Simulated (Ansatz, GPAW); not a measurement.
This is a calculation of Ti3Ag for Ansatz 0.2.0. Atoms were shifted at random by some hundredths of an Å from the given cell, which wasn't relaxed again for these runs. The cell comes from a database or a generator and needn't be the stable form of this composition.

The input input.yaml:

```yaml
crystal:
  lattice:
    - [4.098807, 0.0, 0.0]
    - [0.0, 4.098807, 0.0]
    - [0.0, 0.0, 4.098807]
  atoms:
    - { symbol: Ag, position: [-0.006517, 0.000767, 0.003462] }
    - { symbol: Ti, position: [0.012769, 0.507025, 0.497021] }
    - { symbol: Ti, position: [0.50811, 0.003615, 0.495176] }
    - { symbol: Ti, position: [0.488281, 0.490629, -0.003753] }
kpoints:
  mp_grid: { grid: [7, 7, 7] }
scf:
  occupations: { method: fermi_dirac, width: 0.05 }
hamiltonian:
  xc: pbesol
  pseudopotentials: { kind: all_electron, lapw: { basis_error: 0.001 } }
output:
  forces: true
  stress: true
  eigenvalues: true
  populations: true
```

Potentials or basis: all-electron LAPW, scalar-relativistic.

The run is started by

```sh
$ ansatz run input.yaml --threads 2 --pin off --max-ram 8192MiB --backend cpu --events-out ev --progress --plain --runs-dir out
```

Translate it to GPAW 26.7.0 (ASE script). Potentials or basis there: PAW data sets generated for this functional, cutoff 600 eV.

As run (cutoffs and basis follow the program's own potentials, and thresholds, step limits or extra output files can differ):

Contents of run.py:

```python
from ase import Atoms
from ase.dft.bandgap import bandgap
from ase.io import write
from ase.units import GPa
from gpaw import GPAW, PW, setup_paths

setup_paths.insert(0, '.')

atoms = Atoms(['Ag', 'Ti', 'Ti', 'Ti'],
              cell=[[4.098807, 0.0, 0.0],
                    [0.0, 4.098807, 0.0],
                    [0.0, 0.0, 4.098807]],
              scaled_positions=[[-0.006517, 0.000767, 0.003462],
                                [0.012769, 0.507025, 0.497021],
                                [0.50811, 0.003615, 0.495176],
                                [0.488281, 0.490629, -0.003753]],
              pbc=True)

calc = GPAW(mode=PW(600),
            xc='PBEsol',
            kpts={'size': (7, 7, 7), 'gamma': True},
            occupations={'name': 'fermi-dirac', 'width': 0.05},
            nbands=48,
            convergence={'density': 1e-05, 'energy': 1e-05},
            maxiter=150,
            txt='gpaw.txt')
atoms.calc = calc
energy = atoms.get_potential_energy()
forces = atoms.get_forces()
stress = atoms.get_stress()
calc.write('gs.gpw')
write('result.traj', atoms)
print(f'Energy: {energy:.6f} eV')
print('Forces (eV/A):')
print(forces.round(4))
print('Stress (GPa):', (stress / GPa).round(3))
print('Fermi level:', round(calc.get_fermi_level(), 4), 'eV')
print(f'Gap: {bandgap(calc)[0]:.4f} eV, direct: {bandgap(calc, direct=True)[0]:.4f} eV')
```

Potentials or basis: PAW data sets generated in the run's folder for this functional, pw.

Launch:

```console
$ gpaw-setup -f PBEsol Ag Ti
$ OMP_NUM_THREADS=1 python run.py
```

Both were run:

|  | Ansatz | GPAW |
| --- | --- | --- |
| Pressure | -5.1 GPa | -5.4 GPa |
| Largest force | 0.337 eV/Å | 0.340 eV/Å |

Where Ansatz's input types no cutoff or centring, it takes its own default and a Γ-centred mesh.

Pressure is positive in compression.
